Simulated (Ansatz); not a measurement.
Y₃GaC (anti-perovskite, Pm-3m), PBE in the plane-wave PAW code Ansatz, all energies at zero smearing, with the estimated change up to a 700 eV cutoff added, with one set of potentials and settings (totals compare only within such a set). Cell of 5 atoms (3 Y, 1 Ga, 1 C): -15582.479 eV.

```json
[
 {"element": "Y", "reference phase": "P6_3/mmc, 2 atoms in the cell", "E (eV/atom)": "-3848.6668"},
 {"element": "Ga", "reference phase": "Cmce, 4 atoms in the cell", "E (eV/atom)": "-3783.0209"},
 {"element": "C", "reference phase": "P6_3/mmc, 4 atoms in the cell", "E (eV/atom)": "-250.9479"}
]
```

Formation energy per atom, worked out: (-15582.479 − 3×(-3848.6668) − 1×(-3783.0209) − 1×(-250.9479))/5 = -0.502 eV/atom (-48 kJ per mol of atoms), at 0 K, without zero-point energy or fitted corrections.

The first step of the workflow began from a Materials Project structure, measured or hypothetical; the Crystallography Open Database copy checked does not list it. Its standing as an ambient phase is unchecked. The cell was relaxed with PBE under the symmetry of its start; whether a distortion lowers the energy is not shown. No spin polarisation was allowed. The references are the lowest solids computed at this level, not always the standard phases.

Potentials: the later of the program's two PAW sets.
